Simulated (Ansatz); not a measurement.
Relaxed-ion elastic tensor of AgPt3 (Cu3Au type, Pm-3m) in GPa (Voigt order), r²SCAN in the plane-wave PAW code Ansatz; density 18.41 g/cm³, 15.63 Å³ per atom.

```tsv
	1	2	3	4	5	6
1	277	193	193	0.0	0.0	0.0
2	193	277	193	0.0	0.0	0.0
3	193	193	277	0.0	0.0	0.0
4	0.0	0.0	0.0	84.7	0.0	0.0
5	0.0	0.0	0.0	0.0	84.7	0.0
6	0.0	0.0	0.0	0.0	0.0	84.7
```

Task: Is the crystal mechanically stable?

Result: Yes: the smallest eigenvalue of C is 83.9 GPa.

Task: Work out the Voigt, Reuss and Hill averages.

Result: K_V = 221, K_R = 221, K_H = 221; G_V = 67.6, G_R = 60.2, G_H = 63.9 GPa.

Task: Give Young's modulus, Poisson's ratio, Pugh's ratio and the universal anisotropy index.

Result: E = 9KG/(3K + G) = 175 GPa; ν = 0.37; K/G = 3.46 (ductile by the Pugh limit of 1.75); A_U = 5G_V/G_R + K_V/K_R − 6 = 0.62.

Task: Estimate the sound speeds and the Debye temperature.

Result: v_l = √((K + 4G/3)/ρ) = 4080 m/s, v_t = √(G/ρ) = 1860 m/s, mean 2100 m/s; Θ = (h/k)(3n/4πV)^(1/3) v_m = 250 K.

Task: Give the Zener ratio and Young's modulus along [100], [110] and [111].

Result: A = 2C44/(C11 − C12) = 2.02; 1/E = S11 − 2(S11 − S12 − S44/2)Γ with Γ = 0, 1/4, 1/3 gives 118, 184, 225 GPa.

Task: Solve the Christoffel equation for the three sound speeds along [100], [110], [111].

Result: Eigenvalues of C_ijkl n_j n_l equal ρv². In km/s, slowest first: [100] 2.15, 2.15, 3.88; [110] 1.51, 2.15, 4.17; [111] 1.75, 1.75, 4.26.

The workflow started from an entry of the Crystallography Open Database (COD). Whether it is the stable phase at ambient conditions was not checked. The r²SCAN relaxation kept the symmetry of its start; of distortions, only those at the zone centre were tested. The run is not spin-polarised. As this level gives no gap, shear constants depend on the k-mesh and smearing (Fermi–Dirac, 0.1 eV here). Scalar-relativistic: spin–orbit coupling is off unless named, which matters more the heavier the elements.

Potentials: the later of the program's two PAW sets.
